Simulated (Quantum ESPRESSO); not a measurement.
Band energies of Au$_{2}$S

```
CELL_PARAMETERS angstrom
      5.27398     0.00000     0.00000
      0.00000     5.27398     0.00000
      0.00000     0.00000     5.27398
ATOMIC_POSITIONS crystal
  S  0.00000 0.00000 0.00000
  S  0.50000 0.50000 0.50000
  Au 0.25000 0.25000 0.75000
  Au 0.25000 0.75000 0.25000
  Au 0.75000 0.75000 0.75000
  Au 0.75000 0.25000 0.25000
```

LDA (pw.x of Quantum ESPRESSO, ONCV potentials, without SOC); path ΓXMΓRX,MR; energies in eV from the valence-band maximum.

```
k (1/Å)  point  band 40  band 41  band 42  band 43  band 44  band 45  band 46  band 47
-------  -----  -------  -------  -------  -------  -------  -------  -------  -------
0.00         Γ    -1.59    -1.59     0.00     0.00     0.00     2.00     2.00     2.06
0.40              -1.57    -1.08    -1.08    -0.20    -0.20     3.14     3.16     4.47
0.60         X    -1.76    -0.64    -0.64    -0.39    -0.39     4.13     4.13     4.30
0.79              -1.70    -0.70    -0.70    -0.45    -0.45     3.56     3.56     4.45
1.19         M    -1.60    -0.64    -0.64    -0.57    -0.57     2.46     2.46     3.98
1.61              -1.28    -1.18    -1.12    -0.48    -0.25     3.06     3.39     4.07
2.03         Γ    -1.59    -1.59     0.00     0.00     0.00     2.00     2.00     2.06
2.38              -1.57    -1.57    -0.70    -0.70    -0.10     2.88     3.40     3.40
2.72              -1.62    -1.13    -0.75    -0.75    -0.49     2.76     3.75     3.75
3.07         R    -1.65    -0.94    -0.67    -0.67    -0.67     3.49     3.49     3.49
3.40              -1.56    -1.05    -0.74    -0.67    -0.58     2.60     3.69     3.78
3.74              -1.65    -0.78    -0.62    -0.47    -0.40     3.75     3.97     4.12
3.91         X    -1.76    -0.64    -0.64    -0.39    -0.39     4.13     4.13     4.30
3.91         M    -1.60    -0.64    -0.64    -0.57    -0.57     2.46     2.46     3.98
4.21              -1.73    -0.77    -0.77    -0.69    -0.66     2.27     3.82     3.82
4.50         R    -1.65    -0.94    -0.67    -0.67    -0.67     3.49     3.49     3.49
```

The LDA gap is direct, 2.00 eV at Γ.

Without spin-orbit coupling, band edges of such heavy elements can be off by tenths of an eV.

Geometry of the Materials Project entry, not relaxed at this level.
